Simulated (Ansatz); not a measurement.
Starting cell, MgO (rock salt):

```
MgO
1.0
    0.00000     4.20438     4.20438
    2.10219     0.00000     2.10219
    2.10219     2.10219     0.00000
O Mg
2 2
Direct
  0.00000   0.00000   0.00000
  0.50000   0.00000   0.00000
  0.25000   0.50000   0.50000
  0.75000   0.50000   0.50000
```

A phonon eigenvector at L = (0.5, 0.0, 0.0) is frozen into this cell: atom i moves by Q times the vector below, so Q is the largest atomic displacement, in Å. The cell is held. It is one choice among 2 degenerate patterns. (q is in reciprocal vectors of the primitive cell; the cell shown is doubled to hold the pattern.)

| atom | x | y | z |
|---|---|---|---|
| Mg3 | -0.285 | 0.520 | -0.805 |
| Mg4 | 0.285 | -0.520 | 0.805 |

Atoms not listed stay in place.

The numbers are results of r2SCAN (plane waves to 500 eV, PAW, scalar-relativistic; Ansatz, an electronic-structure program), not measurements. k mesh 13×13×13 (Γ-centred), Fermi-Dirac smearing 0.05 eV. MgO was relaxed with its symmetry unable to fall. 

```
Q (Å)   −dE/dQ from forces (eV/Å)
------  -------------------------
-0.180                      2.564
-0.150                      2.121
-0.120                      1.686
-0.090                      1.259
-0.060                      0.836
-0.030                      0.417
0.000                       0.000
0.030                      -0.417
0.060                      -0.836
0.090                      -1.259
0.120                      -1.686
0.150                      -2.121
0.180                      -2.564
```

Problem. What harmonic wavenumber does the curvature at Q = 0 give?

Solution. 279 cm⁻¹. E″ = 13.90 eV/Å², M = Σ mᵢ|uᵢ|² = 48.6 u, ν̃ = 521.5·√(|E″|/M).

(For displaced atoms, the force is minus the slope of the energy, and its curvature is a force constant, which sets phonon frequencies.)
